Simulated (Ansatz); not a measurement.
Cu$_{2}$O (cuprite type, space group Pn-3m): values from a third-order Birch-Murnaghan fit to a volume scan beside measured ones. Computed values: PBE (plane waves to 420 eV, PAW, scalar-relativistic; Ansatz, a quantum-chemistry and plane-wave program). Cu2O is run without spin polarisation. Cu2O was relaxed with its symmetry unable to fall.

```tsv
quantity	reference	kind
Lattice constant a (Å)	4.2763	measured at or taken to low temperature
Bulk modulus B₀ (GPa)	105.7	measured at or taken to low temperature; pulse echo
```

References as given in: Leila H. N. Rimmer, Martin T. Dove, Björn Winkler et al., Physical Review B (2014), arXiv:1402.1026.

### Question
Estimate the PBE values and the sign and size of each difference.

### Answer
```tsv
quantity	PBE	difference
Lattice constant a (Å)	4.298	+0.5 %
Bulk modulus B₀ (GPa)	112	+5.8 %
```

PBE overestimates the lattice constant a by 0.5 %. PBE overestimates the bulk modulus B₀ by 5.8 %.

(A scan under strain: stresses follow from slopes of the energy per volume, elastic moduli from its curvatures.)
